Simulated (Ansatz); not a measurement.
**Relaxing a structure of Ga**

The start is a relaxed Ga cell, doubled along one cell vector, shaken by Gaussian noise of σ = 0.08 Å a coordinate. A full variable-cell relaxation at zero pressure is run with r2SCAN (plane waves to 500 eV, PAW, scalar-relativistic; Ansatz, an electronic-structure program). The first steps use a coarse 9×5×7 k-mesh.

Starting cell:
```
Ga
1.0
    2.24015    -3.79735     0.00000
    4.48030     7.59469     0.00000
    0.00000     0.00000     4.51927
Ga
8
Cartesian
  2.27196   1.12940   2.49187
  4.51091   5.03007   2.62101
  2.21161  -1.24448   1.88037
  4.46860   2.77003   1.89609
  2.15146  -2.55148   4.08852
  4.52070   1.27866   4.17264
  2.21359   2.67775   0.21609
  4.50509   6.43722   0.45490
```

```yaml
largest_initial_force: 1.02 eV/Å, on Ga4 (atoms numbered as listed)
Shortest distances (start → end): "The closest pairs of elements (up to four, under 3.6 Å), start → end: Ga–Ga 2.37 → 2.49 Å"
band_gap_at_the_end: no gap (metallic)
optimiser_moves: 10
```

Relaxed structure:

Space group Cmce (No. 64); a = 4.480 Å, b = 7.595 Å, c = 4.519 Å, α = β = γ = 90.00°

```csv
atom,site,symmetry,x,y,z
Ga,8f,m..,0.0000,0.3440,0.0849
```
(The calculation used a cell of 4 atoms; values per cell refer to that cell.)

Final values are on a 12×12×10 k-mesh of the relaxed cell. No spin polarisation in the result.
